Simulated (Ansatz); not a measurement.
**Computed scan of one atom of the cell: MoSi2 (MoSi2 type, space group I4/mmm)**

MoSi$_{2}$ (MoSi2 type, space group I4/mmm)

```
CELL_PARAMETERS angstrom
     -1.60850     1.60850     3.93661
      1.60850    -1.60850     3.93661
      1.60850     1.60850    -3.93661
ATOMIC_POSITIONS crystal
  Mo 0.00000 0.00000 0.00000
  Si 0.33511 0.33511 0.00000
  Si 0.66489 0.66489 0.00000
```

In this cell atom 2 (Si, nearest neighbour Si at 2.596 Å; its periodic images, 3.2 Å or more away, move with it) is moved by s towards the nearest neighbour, unit vector (0.000, 0.000, 1.000); all other atoms and the cell stay fixed.

Method: PBE (plane waves to 420 eV, PAW, scalar-relativistic; Ansatz, an electronic-structure program). k mesh 16×16×16 (Γ-centred), Fermi-Dirac smearing 0.05 eV. E stands for the smeared free energy. Stress and pressure are positive under compression. With partly filled bands, energies and forces of such displacements shift with the k mesh and the smearing. F∥ is the force on the atom along that direction. MoSi2 is run without spin polarisation. MoSi2 was relaxed with its symmetry unable to fall. The PAW data are Ansatz's earlier set. The zero of ΔE is the undisplaced structure.

```json
[
 {"s (Å)": "-0.260", "ΔE (eV/cell)": "0.419", "F∥ (eV/Å)": "3.297", "P (GPa)": "2.5"},
 {"s (Å)": "-0.208", "ΔE (eV/cell)": "0.266", "F∥ (eV/Å)": "2.593", "P (GPa)": "1.2"},
 {"s (Å)": "-0.156", "ΔE (eV/cell)": "0.149", "F∥ (eV/Å)": "1.923", "P (GPa)": "0.3"},
 {"s (Å)": "-0.104", "ΔE (eV/cell)": "0.066", "F∥ (eV/Å)": "1.273", "P (GPa)": "-0.2"},
 {"s (Å)": "-0.052", "ΔE (eV/cell)": "0.016", "F∥ (eV/Å)": "0.635", "P (GPa)": "-0.3"},
 {"s (Å)": "0.000", "ΔE (eV/cell)": "0.000", "F∥ (eV/Å)": "-0.002", "P (GPa)": "0.0"},
 {"s (Å)": "0.052", "ΔE (eV/cell)": "0.017", "F∥ (eV/Å)": "-0.654", "P (GPa)": "0.7"},
 {"s (Å)": "0.104", "ΔE (eV/cell)": "0.068", "F∥ (eV/Å)": "-1.329", "P (GPa)": "1.7"},
 {"s (Å)": "0.156", "ΔE (eV/cell)": "0.156", "F∥ (eV/Å)": "-2.039", "P (GPa)": "3.1"},
 {"s (Å)": "0.208", "ΔE (eV/cell)": "0.281", "F∥ (eV/Å)": "-2.801", "P (GPa)": "4.9"},
 {"s (Å)": "0.260", "ΔE (eV/cell)": "0.448", "F∥ (eV/Å)": "-3.622", "P (GPa)": "7.0"}
]
```

Key numbers:

```
Quantity                                                                                                                                              Value
--------------------------------------------------------  -------------------------------------------------------------------------------------------------
Energy at s = 0.260 Å                                                                                                                          448 meV/cell
Force along the line at s = -0.260 Å                                                                                                              3.30 eV/Å
Symmetry of the curve                                                                                   not even: the positive side lies higher at ±0.260 Å
Shape of the curve                                                                           a single well with its minimum at or next to zero displacement
Force constant k = d²E/ds² at s = 0 (finite differences)                                                                                         12.4 eV/Å²
Harmonic estimate at the end of the scan                  ½ks² = 417 meV/cell against the computed 448 meV/cell, so the well is stiffer than harmonic there
```

The 11 points together took about 6 core-minutes (a rough figure).

(A displaced cell: forces are minus the slopes of the energy, force constants its curvatures, and phonons follow from these.)
